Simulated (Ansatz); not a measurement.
FeS₂ in space group Pnnm (No. 58; Fe on 2a, S on 4g) at seven volumes, PBE (plane waves, PAW; program Ansatz), shape and atoms relaxed at each. One row is withheld.

```
V (Å³/atom)  P (GPa)
-----------  -------
12.344         17.65
12.751             ?
13.158          4.91
13.565          0.00
13.972         -4.14
14.379         -7.60
14.786        -10.52
```

Task: Fit the shown pressures and predict the withheld one.

Result: P = (3/2)B₀(x^(7/2) − x^(5/2))[1 + (3/4)(B′ − 4)(x − 1)] with x = (V₀/V)^(2/3). Least squares on the six rows gives V₀ = 13.565 Å³/atom, B₀ = 150 GPa, B′ = 4.73. At V = 12.751, x = 1.0421 and P = 10.75 GPa. The run itself gave 10.73 GPa.

The cell was relaxed with PBE under the symmetry of its start; phonons on a q-mesh show no instability. The workflow began spin-polarised and lost its moments.

Potentials: the later of the program's two PAW sets.
